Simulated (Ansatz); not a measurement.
PbS:
```cif
data_PbS
_chemical_formula_sum 'Pb1 S1'
_space_group_name_H-M_alt 'P-6m2'
_space_group_IT_number 187
_space_group_name_Hall 'P -6 2'
_cell_length_a 4.05312
_cell_length_b 4.05312
_cell_length_c 3.78068
_cell_angle_alpha 90.000
_cell_angle_beta 90.000
_cell_angle_gamma 120.000
loop_
_atom_site_label
_atom_site_type_symbol
_atom_site_symmetry_multiplicity
_atom_site_Wyckoff_symbol
_atom_site_fract_x
_atom_site_fract_y
_atom_site_fract_z
_atom_site_occupancy
Pb1 Pb 1 a 0.00000 0.00000 0.00000 1
S1 S 1 f 0.66667 0.33333 0.50000 1
```

Relaxed at zero pressure with r²SCAN in the plane-wave PAW code Ansatz.

Problem. The volume is raised by 6 % and shape and atoms relax at that volume. What pressure results, and how do the axes share the change?

Solution. -2.7 GPa; a 2.4 %, b 2.4 %, c 1.0 %; the energy rises by 14 meV/atom.

Problem. Give the new structure.

Solution. 
Space group P-6m2 (No. 187); a = b = 4.152 Å, c = 3.819 Å, α = β = 90.00°, γ = 120.00°

| atom | site | symmetry | x | y | z |
|---|---|---|---|---|---|
| Pb | 1a | -6m2 | 0.0000 | 0.0000 | 0.0000 |
| S | 1f | -6m2 | 0.6667 | 0.3333 | 0.5000 |

The phase is kept; no other phase was compared at this pressure.

The cell is a constructed one: a structure type filled with these elements; the Crystallography Open Database copy checked does not list it. It is not the phase usual at ambient conditions (space group No. 225). The r²SCAN relaxation kept the symmetry of its start; whether a distortion lowers the energy is not shown. Spin–orbit coupling is left out wherever it is not named.

Potentials: the later of the program's two PAW sets.
